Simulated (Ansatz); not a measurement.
**Exchange in VF₃ by functional**

```xyz
8
Lattice="2.5840 1.4919 4.4793 -2.5840 1.4919 4.4793 0.0000 -2.9837 4.4793" Properties=species:S:1:pos:R:3 pbc="T T T"
V     0.0000    0.0000    0.0000
V     0.0000    0.0000    6.7190
F    -0.5163    1.4919    7.8388
F    -1.0339   -1.1931    7.8388
F     1.5501   -0.2988    7.8388
F     0.5163   -1.4919    5.5992
F     1.0339    1.1931    5.5992
F    -1.5501    0.2988    5.5992
```

The same starts (parallel, antiparallel patterns that fit this cell, and no moments) were run with plane-wave PAW DFT (Ansatz 0.2.0; atoms fixed, collinear spin, no spin-orbit coupling; 5×5×5 Γ-centred mesh, fermi-dirac occupations of width 0.050 eV) at these levels: r2SCAN, 500 eV; r2SCAN with U_eff = 1.0 eV on V d (all-electron-ortho-atomic projectors), 500 eV.

**Question.** Which order does each level favour, and how strongly?

**Answer.** The runs give, at zero smearing:

```csv
level,lowest state,mean moment on V (μB),parallel less best compensated antiparallel (meV per V),gain over no moments (meV per V)
r2SCAN,parallel moments,1.55,-21,1300
r2SCAN + U,"antiparallel, compensated",1.52,+1,1816
```

Site moments are taken in small spheres that don't touch (radius about 0.4 of the atom's shortest bond), so those of the magnetic atoms read low. Only r2SCAN resolves the two orders, and it favours parallel moments: the difference runs from -21 to +1 meV per V.

The cell is that of a Crystallography Open Database entry, unchanged.

Caveats: only orders that fit this cell were tried, so the true order may need a larger cell or canted moments; atoms and cell are held at the entry's values; differences under about 5 meV per magnetic atom weren't tested against a denser mesh or another U, and are taken as unresolved; the U is a value in common use, not computed for this crystal; the state without moments isn't the paramagnet, so the last column is no ordering energy, and a U inflates it.
